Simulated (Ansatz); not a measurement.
# B$_{2}$W squeezed and stretched

A database entry relaxed whole under r2SCAN (P6_3/mmc):

```
B W
1.0
     3.01258    0.00000    0.00000
    -1.50629    2.60897    0.00000
     0.00000    0.00000   13.95252
B W
8 4
Cartesian
  0.0000 1.7393 13.6279
  1.5063 0.8697 6.6516
  0.0000 1.7393 7.3009
  1.5063 0.8697 0.3246
  0.0000 1.7393 10.4644
  1.5063 0.8697 3.4881
  0.0000 0.0000 3.4881
  0.0000 0.0000 10.4644
  0.0000 1.7393 1.8921
  1.5063 0.8697 8.8684
  0.0000 1.7393 5.0841
  1.5063 0.8697 12.0604
```

The cell was scaled uniformly, its shape held, and the atoms relaxed at each volume with plane-wave PAW DFT (Ansatz 0.2.0; r2SCAN, 500 eV, 13×13×3 Γ-centred mesh, fermi-dirac occupations of width 0.100 eV; no spin, no spin-orbit coupling). One row is withheld.

| volume (Å³/atom) | energy over the lowest (meV/atom) | pressure (GPa) |
| --- | --- | --- |
| 8.590 | 38.5 | 23.75 |
| 8.773 | 16.5 | 15.05 |
| 8.956 | ? | ? |
| 9.139 | 0.0 | 0.09 |
| 9.321 | 3.7 | -6.33 |
| 9.504 | 14.4 | -12.14 |
| 9.687 | 31.4 | -17.38 |

**Question.** Fit the pressures of the other rows to the third-order Birch-Murnaghan form.

**Answer.** With f = [(V₀/V)^(2/3) − 1]/2 and P = 3B₀f(1 + 2f)^(5/2)[1 + 3(B₀′ − 4)f/2], least squares gives V₀ = 9.14 Å³ an atom, B₀ = 337 GPa and B₀′ = 4.1; the rows miss the fit by less than 0.01 GPa. The slope of the energies differs from these pressures by 0.09 GPa, since they are taken to zero smearing while pressures follow the free energy.

**Question.** What does the withheld row hold?

**Answer.** The fit gives 7.19 GPa at 8.956 Å³; the run gave 7.19 GPa and 4.0 meV an atom.

Caveats: the shape of the cell was held, so B₀ is an upper bound where the axes differ in stiffness; 0 K, fixed nuclei; the symmetry was kept, and this need not be the phase that is stable at 0 K; one mesh for all volumes; every run is gapless at this level; pressure is positive in compression.
